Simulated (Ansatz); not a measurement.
Here is the system:

Starting cell, HfN (rock salt):

```
CELL_PARAMETERS angstrom
      0.00000     2.27401     2.27401
      2.27401     0.00000     2.27401
      2.27401     2.27401     0.00000
ATOMIC_POSITIONS crystal
  N  0.00000 0.00000 0.00000
  Hf 0.50000 0.50000 0.50000
```

In this cell atom 2 (Hf, nearest neighbour N at 2.274 Å; its periodic images, 3.2 Å or more away, move with it) is moved by u·(1.000, 0.000, 0.000) + v·(0.000, 1.000, 0.000); the rest is frozen.

Calculation: PBE (plane waves to 420 eV, PAW, scalar-relativistic; Ansatz, a quantum-chemistry and plane-wave program). k mesh 14×14×14 (Γ-centred), Fermi-Dirac smearing 0.05 eV. Energies are smeared free energies. With partly filled bands, energies and forces of such displacements shift with the k mesh and the smearing. HfN is run without spin polarisation. HfN was relaxed with its symmetry unable to fall. Spin-orbit coupling is left out, though Hf is heavy. The PAW data are Ansatz's earlier set. ΔE is measured from the undisplaced structure. Axes are in Å.

The scan covers u from -0.340 to 0.340 Å in 5 points and v from -0.340 to 0.340 Å in 5 points.

### Question
Is the undisplaced position a minimum, a maximum or a saddle of this map?

### Answer
A minimum.

### Question
What are the two principal curvatures of the energy at the centre?

### Answer
10.6 eV/Å², isotropic.

(For displaced atoms, the force is minus the slope of the energy, and its curvature is a force constant, which sets phonon frequencies.)
